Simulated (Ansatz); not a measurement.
Values for one crystal, relaxed and computed with r²SCAN (plane waves, PAW; program Ansatz); other levels are named.

- Volume per atom: 28.45 Å³
- Band gap: 3.80 eV (direct)
- Electron effective mass: 0.46 mₑ (isotropic)
- Valence-band maximum: at Γ
- Gap with spin–orbit coupling: 3.78 eV
- HSE06 gap on the r²SCAN cell: 4.58 eV
- Electron effective mass with spin–orbit coupling: 0.46 mₑ (isotropic)

**Question.** Which of these materials gives this?
A. Rb2TlAgF6, Fm-3m (Rb on 8c, Tl on 4a, Ag on 4b, F on 24e)
B. Rb2NaInCl6, Fm-3m (Rb on 8c, Na on 4b, In on 4a, Cl on 24e)
C. InP, zinc blende
D. Rb2ZnF4, I4/mmm (Rb on 4e, Zn on 2a, F on 4e, F on 4c)

**Answer.** B, Rb2NaInCl6, Fm-3m (Rb on 8c, Na on 4b, In on 4a, Cl on 24e)

The workflow started from a Materials Project entry (that database holds measured and hypothetical structures alike); the Crystallography Open Database copy checked does not list it. Its standing as an ambient phase is unchecked. The r²SCAN relaxation kept the symmetry of its start; whether a distortion lowers the energy is not shown. Scalar-relativistic: spin–orbit coupling is off unless named, which matters more the heavier the elements.

Potentials: the later of the program's two PAW sets.
